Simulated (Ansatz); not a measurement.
Li in its lowest state found on the top face of a (110) slab of TiAl (P4/mmm (No. 123)), 4 planes, outer planes TiAl (top) and TiAl (bottom); 1 a cell of 15.96 Å², its atoms last:

```
CELL_PARAMETERS angstrom
3.95295 0.00000 0.00000
0.00000 4.03874 0.00000
0.00000 0.00000 24.92943
ATOMIC_POSITIONS crystal
Ti 0.50000 0.00000 0.34096
Al 0.00000 0.50000 0.34096
Ti 0.00000 0.00000 0.42025
Al 0.50000 0.50000 0.42025
Ti 0.50004 0.00003 0.49916
Al 0.00005 0.50003 0.50083
Ti 0.00013 0.00005 0.57699
Al 0.50013 0.50005 0.58000
Li 0.00018 0.50008 0.66552
```

Level of theory: Ansatz 0.2.0, DFT PBEsol, scalar-relativistic, plane waves, PAW. Settings: cutoff 420 eV, Γ-centred mesh 7×7×1 on the computed 9-atom cell, Gaussian smearing of 0.10 eV; no spin polarisation. The cell repeats along c with a dipole correction in the vacuum.

The clean top face has a work function of 4.12 eV. Adsorption changes the slab's dipole along +c by Δp = +0.1349 e·Å a cell (+0.65 D an adsorbate).

Question: What change of work function does the Helmholtz equation give?

Answer: A sheet of dipoles makes a step in an electron's potential energy of −e·Δp/(ε0·A), and e/ε0 = 180.95 eV·Å for Δp in e·Å: −180.95 × (0.1349)/15.96 = -1.53 eV. This is the change of φ(top) − φ(bottom). If the bottom face is unmoved, φ(top) becomes 2.59 eV.

Question: How does that compare with the calculation?

Answer: φ(top) changes by -1.58 eV and φ(bottom) by -0.05 eV, so their difference changes by -1.53 eV. The slab is thin enough for the adsorbate to shift the Fermi level against the bottom face too.

Question: What does the sign say about the electrons?

Answer: The change of dipole points out of the surface, so the work function falls. Electrons move towards the slab, or their spill-out is pushed back. Δp also holds the adsorbate's own dipole and the moves of the surface atoms, so it isn't a charge transfer alone.